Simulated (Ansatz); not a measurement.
Nb$_{3}$Au in space group Cmmm (No. 65; Nb on 4l, Nb on 2d, Au on 2a), LDA (plane waves, PAW; program Ansatz), all energies at zero smearing, with the estimated change up to a 700 eV cutoff added, with one set of potentials and settings (totals compare only within such a set). Cell of 4 atoms (3 Nb, 1 Au): -26193.206 eV.

```
element             reference phase  E (eV/atom)
-------  --------------------------  -----------
Nb       Im-3m, 1 atoms in the cell   -4442.5966
Au       Fm-3m, 1 atoms in the cell  -12864.9550
```

Formation energy per atom, worked out: (-26193.206 − 3×(-4442.5966) − 1×(-12864.9550))/4 = -0.115 eV/atom (-11 kJ per mol of atoms), at 0 K, without zero-point energy or fitted corrections.

The first step of the workflow began from a Materials Project structure, measured or hypothetical; the Crystallography Open Database copy checked does not list it. COD files the formula under space group No. 223. With Nb and Au taken as one species the cell has the higher symmetry I4/mmm, so it may be an ordered model of a mixed-site phase. Whether it is the stable phase at ambient conditions was not checked. The LDA relaxation kept the symmetry of its start; whether a distortion lowers the energy is not shown. The run is not spin-polarised. The references are the lowest solids computed at this level, not always the standard phases. Spin–orbit coupling is left out wherever it is not named.

Potentials: the later of the program's two PAW sets.
